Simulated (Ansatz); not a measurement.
CoPdO2 in space group R-3m (No. 166; Pd on 3a, Co on 3b, O on 6c) at seven volumes, PBEsol (plane waves, PAW; program Ansatz), shape and atoms relaxed at each. One row is withheld.

```
V (Å³/atom)  P (GPa)
-----------  -------
9.174          26.32
9.476          16.03
9.779           7.34
10.081          0.00
10.383             ?
10.686        -11.42
10.988        -15.81
```

Q: Fit the shown pressures and predict the withheld one.

A: P = (3/2)B₀(x^(7/2) − x^(5/2))[1 + (3/4)(B′ − 4)(x − 1)] with x = (V₀/V)^(2/3). Least squares on the six rows gives V₀ = 10.081 Å³/atom, B₀ = 224 GPa, B′ = 4.63. At V = 10.383, x = 0.9805 and P = -6.18 GPa. The run itself gave -6.19 GPa.

The cell was relaxed with PBEsol under the symmetry of its start. The workflow began spin-polarised and lost its moments. No Hubbard U is applied.

Potentials: the later of the program's two PAW sets.
